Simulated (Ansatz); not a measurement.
ZrN (rock salt, space group No. 225) at seven volumes, DFT-PBEsol in the program Ansatz with PAW potentials, scaled uniformly. One row is withheld.

| V (Å³/atom) | P (GPa) |
|---|---|
| 10.734 | ? |
| 11.088 | 18.97 |
| 11.441 | 8.73 |
| 11.795 | 0.00 |
| 12.149 | -7.45 |
| 12.503 | -13.81 |
| 12.857 | -19.22 |

### Question
Fit the shown pressures and predict the withheld one.

### Answer
Third-order Birch–Murnaghan: P = (3/2)B₀(x^(7/2) − x^(5/2))[1 + (3/4)(B′ − 4)(x − 1)] with x = (V₀/V)^(2/3). Least squares on the six rows gives V₀ = 11.795 Å³/atom, B₀ = 268.5 GPa, B′ = 4.33. At V = 10.734, x = 1.0649 and P = 31.05 GPa. The run itself gave 30.99 GPa.

Space group Fm-3m (rock salt). The cell was relaxed with PBEsol under the symmetry of its start. No spin polarisation was allowed.

Potentials: the earlier of the program's two PAW sets. The files were generated under PBE; for other functionals the program regenerates the frozen cores, and for LDA and PBEsol the local potential too.
